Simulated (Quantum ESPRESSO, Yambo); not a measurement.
Sr2MgWO6 (space group I4/m, No. 87). The geometry is that of Materials Project entry mp-19420, symmetrised and not relaxed again. Chain: norm-conserving PBEsol (Quantum ESPRESSO, 84 Ry, scalar-relativistic); G0W0 in Yambo (4×4×4 Γ-centred k mesh, bands 3 to 152 and a 6 Ry block in the screening, 152 bands in G with the Bruneval-Gonze terminator, plasmon pole fitted at 27.2 eV); BSE (4×4×4 mesh, 16 valence and 7 conduction bands, static screening with 86 bands and a 3 Ry block, scissor 1.97 eV, Tamm-Dancoff).

```json
{
  "PBEsol gap (dense path)": "3.02 eV",
  "PBEsol gap (0, 0, 0.25) → X on the GW mesh": "3.02 eV",
  "PBEsol smallest direct gap on the GW mesh, at X": "3.04 eV",
  "G0W0 direct gap at that point": "5.01 eV",
  "G0W0 correction to the gap (0, 0, 0.25) → X": "1.97 eV",
  "direct gap on the BSE mesh, with the scissor": "5.01 eV",
  "first BSE state allowed for light along x": "4.46 eV",
  "lowest BSE state": "4.01 eV",
  "binding_of_the_lowest_exciton": "0.99 eV",
  "RPA electronic dielectric constant along x": "4.28 (4×4×4 mesh, PBEsol bands)"
}
```

Rough cost of the Yambo steps against G0W0 for 10 states: BSE about 1/5, one RPA spectrum about 1/40.

Convergence of the G0W0 settings was not tested. The BSE states are vertical excitations (zero momentum). Convergence of the RPA response with its 4×4×4 mesh was not tested. Convergence of the binding with the mesh was not shown. Axes are Cartesian, with cell vectors (Å) (-2.79, 2.79, 3.99), (2.79, -2.79, 3.99), (2.79, 2.79, -3.99).

Without spin-orbit coupling, band edges of such heavy elements can be off by tenths of an eV.

The structure is a Materials Project entry; no match was found in the copy of COD used, and its stability was not checked.
